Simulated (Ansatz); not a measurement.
A geometry of CeO2 away from equilibrium: step 2 of the relaxation of a relaxed CeO2 cell, doubled along one cell vector, shaken by Gaussian noise of σ = 0.08 Å a coordinate. Method: r2SCAN (plane waves to 500 eV, PAW, scalar-relativistic; Ansatz, a program for electronic structure). Γ-centred k-mesh 6×3×6 on the run's cell (coarser than for final values), Fermi–Dirac smearing 0.05 eV.

```yaml
crystal:
  lattice:
    - [0.02055, 2.68750, 2.70650]
    - [5.44972, -0.02018, 5.47429]
    - [2.73135, 2.72463, -0.01658]
  atoms:
    - { symbol: Ce, position: [0.02334, 0.00563, 0.99022] }
    - { symbol: Ce, position: [0.00024, 0.49079, 0.01051] }
    - { symbol: O, position: [0.25422, 0.12429, 0.23860] }
    - { symbol: O, position: [0.27646, 0.62065, 0.23274] }
    - { symbol: O, position: [0.75526, 0.38141, 0.72829] }
    - { symbol: O, position: [0.77906, 0.86196, 0.73822] }
```

### Question
What forces act on the atoms (eV/Å)?

### Answer
| atom | Fx | Fy | Fz |
|---|---|---|---|
| Ce1 | -1.14 | 0.44 | -1.17 |
| Ce2 | 0.46 | -0.91 | 1.32 |
| O3 | -0.01 | 0.38 | 0.18 |
| O4 | 0.26 | -0.16 | -0.25 |
| O5 | -0.33 | 0.81 | -0.55 |
| O6 | 0.76 | -0.55 | 0.47 |

### Question
What is the pressure?

### Answer
+1.0 GPa, compression positive.

No spin polarisation in the result. The d or f electrons are treated with no Hubbard U. The f-shell occupation is the one the SCF fell into and was not checked against other states.
